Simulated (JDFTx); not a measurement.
An input for JDFTx (a modified build) (Hf(0001), linear PCM (GLSSA13), tetrahydrofuran, 1 M KF; bohr, hartree) and the course of its log:

```
lattice \
  6.0327237346 -3.0163618673 0.0000000000 \
  0.0000000000 5.2244920096 0.0000000000 \
  0.0000000000 0.0000000000 44.5975365412
coords-type Lattice
ion Hf 0.6666666667 0.3333333333 -0.1569970149 0
ion Hf 0.3333333333 0.6666666667 -0.0534432200 0
ion Hf 0.6666666667 0.3333333333 0.0534432200 0
ion Hf 0.3333333333 0.6666666667 0.1569970149 0
ion-species pseudo/hf_pbe_v1.upf
elec-cutoff 20 100
elec-ex-corr gga-PBE
coulomb-interaction Slab 001
coulomb-truncation-embed 0 0 0
kpoint-folding 8 8 1
elec-smearing Fermi 0.01
elec-n-bands 34
target-mu -0.117230
electronic-scf nIterations 100 energyDiffThreshold 1e-07
fluid LinearPCM
pcm-variant GLSSA13
fluid-solvent THF
fluid-cation K+ 1
fluid-anion F- 1
fluid-minimize nIterations 400 knormThreshold 1e-12
wavefunction read f1.wfns
elec-initial-eigenvals f1.eigenvals
elec-initial-fillings read f1.fillings
fluid-initial-state f1.fluidState
dump-name f1_u0.$VAR
dump End State Ecomponents EigStats BandEigs Forces ElecDensity IonicPositions Fillings Kpoints Dtot FluidDebug BoundCharge FluidDensity
```

```
[one cycle in 5 is shown, and the last three; fluid-solver lines are left out]
	FillingsUpdate:  mu: -0.117230000  nElectrons: 46.488078
SCF: Cycle:  0   G: -192.765381015552151   dG: +7.226e-01   |Residual|: 6.196e-02   |deigs|: 1.175e-06
	FillingsUpdate:  mu: -0.117230000  nElectrons: 47.431825
SCF: Cycle:  5   G: -193.436385734494905   dG: -8.553e-02   |Residual|: 1.889e-02   |deigs|: 1.667e-03
	FillingsUpdate:  mu: -0.117230000  nElectrons: 47.866138
SCF: Cycle: 10   G: -193.468437375320576   dG: -1.086e-01   |Residual|: 1.321e-02   |deigs|: 6.770e-03
	FillingsUpdate:  mu: -0.117230000  nElectrons: 47.089807
SCF: Cycle: 15   G: -193.481844093182076   dG: -3.485e+00   |Residual|: 1.692e-02   |deigs|: 2.353e-02
	FillingsUpdate:  mu: -0.117230000  nElectrons: 47.931349
SCF: Cycle: 20   G: -193.305202860114065   dG: -3.838e-01   |Residual|: 3.165e-02   |deigs|: 1.645e-02
	FillingsUpdate:  mu: -0.117230000  nElectrons: 46.610896
SCF: Cycle: 25   G: -193.481680615247626   dG: -6.606e-01   |Residual|: 3.342e-02   |deigs|: 1.381e-02
	FillingsUpdate:  mu: -0.117230000  nElectrons: 46.623275
SCF: Cycle: 30   G: -193.462425858422733   dG: -6.916e-01   |Residual|: 2.590e-02   |deigs|: 1.005e-02
	FillingsUpdate:  mu: -0.117230000  nElectrons: 47.916064
SCF: Cycle: 35   G: -193.214432332951247   dG: +2.807e-01   |Residual|: 3.882e-02   |deigs|: 5.933e-03
	FillingsUpdate:  mu: -0.117230000  nElectrons: 37.907502
SCF: Cycle: 40   G: -161.169274167175587   dG: +3.227e+01   |Residual|: 4.207e-01   |deigs|: 8.655e-02
	FillingsUpdate:  mu: -0.117230000  nElectrons: 46.363956
SCF: Cycle: 45   G: -193.462417787318628   dG: -4.136e+00   |Residual|: 2.217e-02   |deigs|: 2.544e-02
	FillingsUpdate:  mu: -0.117230000  nElectrons: 44.346743
SCF: Cycle: 50   G: -191.784021485813838   dG: -2.256e+00   |Residual|: 1.011e-01   |deigs|: 9.245e-03
	FillingsUpdate:  mu: -0.117230000  nElectrons: 47.523029
SCF: Cycle: 55   G: -193.230715792798492   dG: -1.333e+01   |Residual|: 3.956e-02   |deigs|: 6.476e-02
	FillingsUpdate:  mu: -0.117230000  nElectrons: 44.800720
SCF: Cycle: 60   G: -192.558821785961328   dG: -2.364e+00   |Residual|: 8.962e-02   |deigs|: 1.222e-02
	FillingsUpdate:  mu: -0.117230000  nElectrons: 47.205435
SCF: Cycle: 65   G: -193.316538386771015   dG: +2.008e-01   |Residual|: 3.652e-02   |deigs|: 5.185e-03
	FillingsUpdate:  mu: -0.117230000  nElectrons: 45.941335
SCF: Cycle: 70   G: -193.489108859932117   dG: +4.185e-02   |Residual|: 2.984e-02   |deigs|: 3.466e-03
	FillingsUpdate:  mu: -0.117230000  nElectrons: 45.823107
SCF: Cycle: 75   G: -193.514726211497816   dG: -1.540e-01   |Residual|: 1.907e-02   |deigs|: 4.348e-03
	FillingsUpdate:  mu: -0.117230000  nElectrons: 46.523759
SCF: Cycle: 80   G: -193.432607572230239   dG: +7.998e-02   |Residual|: 2.580e-02   |deigs|: 2.610e-03
	FillingsUpdate:  mu: -0.117230000  nElectrons: 46.636987
SCF: Cycle: 85   G: -193.245297216053132   dG: +2.668e-01   |Residual|: 4.233e-02   |deigs|: 6.362e-03
	FillingsUpdate:  mu: -0.117230000  nElectrons: 45.646384
SCF: Cycle: 90   G: -193.543301567337608   dG: +5.943e-05   |Residual|: 4.921e-03   |deigs|: 2.722e-04
	FillingsUpdate:  mu: -0.117230000  nElectrons: 45.720107
SCF: Cycle: 95   G: -193.546411657975653   dG: -9.505e-05   |Residual|: 4.272e-04   |deigs|: 2.266e-04
	FillingsUpdate:  mu: -0.117230000  nElectrons: 45.725841
SCF: Cycle: 97   G: -193.546437911692692   dG: -1.226e-06   |Residual|: 5.593e-05   |deigs|: 1.291e-04
	FillingsUpdate:  mu: -0.117230000  nElectrons: 45.725831
SCF: Cycle: 98   G: -193.546438208835241   dG: -2.971e-07   |Residual|: 3.412e-05   |deigs|: 3.443e-04
	FillingsUpdate:  mu: -0.117230000  nElectrons: 45.725734
SCF: Cycle: 99   G: -193.546438543625584   dG: -3.348e-07   |Residual|: 1.954e-05   |deigs|: 7.576e-04
SCF: None of the convergence criteria satisfied after 100 iterations.
IonicMinimize: Iter:   0  G: -193.546438543625584  |grad|_K:  0.000e+00
IonicMinimize: Converged (|grad|_K<1.000000e-04).
```

This run gave no converged result. The electronic loop ended without meeting its threshold, so the last energy, electron count and forces aren't results.
